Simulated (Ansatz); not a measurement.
NiIrN2:
Space group R-3m, hexagonal axes (No. 166); a = b = 2.9835 Å, c = 17.2537 Å, α = β = 90.00°, γ = 120.00°

| atom | site | symmetry | x | y | z |
|---|---|---|---|---|---|
| Ir | 3b | -3m | 0.0000 | 0.0000 | 0.5000 |
| Ni | 3a | -3m | 0.0000 | 0.0000 | 0.0000 |
| N | 6c | 3m | 0.0000 | 0.0000 | 0.1033 |
(The calculation used a cell of 4 atoms; values per cell refer to that cell.)

Relaxed at zero pressure with DFT-PBEsol in the program Ansatz with PAW potentials.

Q: The volume is lowered by 6 % and shape and atoms relax at that volume. What pressure results, and how do the axes share the change?

A: 10.4 GPa; a -4.0 %, b -4.0 %, c 2.1 %; the energy rises by 22 meV/atom.

Q: Give the new structure.

A: 
Space group R-3m, hexagonal axes (No. 166); a = b = 2.8632 Å, c = 17.6099 Å, α = β = 90.00°, γ = 120.00°

| atom | site | symmetry | x | y | z |
|---|---|---|---|---|---|
| Ir | 3b | -3m | 0.0000 | 0.0000 | 0.5000 |
| Ni | 3a | -3m | 0.0000 | 0.0000 | 0.0000 |
| N | 6c | 3m | 0.0000 | 0.0000 | 0.0999 |

The phase is kept; no other phase was compared at this pressure.

The start of the workflow was typed in or built on a structure type; neither database checked (COD, Materials Project) lists it. Whether it is the stable phase at ambient conditions was not checked. The PBEsol relaxation kept the symmetry of its start; whether a distortion lowers the energy is not shown. The workflow began spin-polarised and lost its moments. Its formation energy is positive at this level, so the cell may be metastable or incomplete. Scalar-relativistic: spin–orbit coupling is off unless named, which matters more the heavier the elements.

Potentials: the earlier of the program's two PAW sets. The files were generated under PBE; for other functionals the program regenerates the frozen cores, and for LDA and PBEsol the local potential too.
